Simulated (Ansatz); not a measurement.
CsI (CsCl type, Pm-3m), r²SCAN (plane waves, PAW; program Ansatz). The conduction-band minimum lies at Γ, with 1 equivalent valley. Second derivatives d²E/dk² of the lowest band at one valley (eV·Å²), along Cartesian directions:

```json
[
 {"direction": "[100]", "d²E/dk²": "25.86"},
 {"direction": "[010]", "d²E/dk²": "25.86"},
 {"direction": "[001]", "d²E/dk²": "25.86"},
 {"direction": "[110]", "d²E/dk²": "25.87"},
 {"direction": "[101]", "d²E/dk²": "25.87"},
 {"direction": "[011]", "d²E/dk²": "25.87"}
]
```

Task: Find the principal effective masses, the density-of-states mass and the conductivity mass.

Result: Off-diagonal terms follow from H_xy = H[110] − (H_xx + H_yy)/2, and m*/mₑ = 7.620 eV·Å² over each eigenvalue: 0.29, 0.29, 0.29. One valley's DOS mass (m₁m₂m₃)^(1/3) = 0.29, conductivity mass 3/(Σ 1/mᵢ) = 0.29 mₑ.

Task: What effective density of states Nc follows at 300 K for parabolic valleys?

Result: Nc = 2.509e19 × 1 × (0.29)^(3/2) ≈ 3.9e18 cm⁻³.

The r²SCAN relaxation kept the symmetry of its start. Scalar-relativistic: spin–orbit coupling is off unless named, which matters more the heavier the elements.

Potentials: the later of the program's two PAW sets.

Edges and masses are those of Kohn–Sham bands, whose gap is no quasiparticle gap.
